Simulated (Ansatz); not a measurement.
Theory: DFT PBE, scalar-relativistic, plane waves, PAW (Ansatz). The final run on the 3-atom cell used 420 eV, a Γ-centred 16×16×16 mesh, 0.10 eV smearing and no spin polarisation.

Formation energies are uncorrected and count from the elements' standard states at the same level.

Problem. Find a candidate tetragonal metal that holds Li and 1 more element, with a formation energy near −0.13 eV/atom and a density near 5.11 g/cm³, in a cell of 3 atoms. Its symmetry should be I4/mmm (No. 139).

Solution. LiSb2, space group I4/mmm (No. 139). Around Li lie 2 Sb at 2.93 Å and 8 Sb at 3.47 Å; Sb has 1 Li at 2.93 Å and 4 Sb at 3.07 Å.

Space group I4/mmm (No. 139). a = 4.096 Å, b = 4.096 Å, c = 9.696 Å, α = 90.00°, β = 90.00°, γ = 90.00°
```
atom  site  symmetry       x       y       z
  Li    2b     4/mmm  0.5000  0.5000  0.0000
  Sb    4e       4mm  0.0000  0.0000  0.1974
```

The volume per atom is 27.11 Å³, the density is 5.11 g/cm³ and the formation energy is −0.13 eV/atom. The gap on the 16×16×16 mesh of the 3-atom cell is 0 eV (a metal).

The structure comes from a generated guess, relaxed at this level; another structure or a mixture of phases may lie lower. The answer needn't be unique; the calculation gave this one.

These runs have no spin–orbit coupling, which can matter for Sb. A structure relaxed within its symmetry needn't be a true minimum.
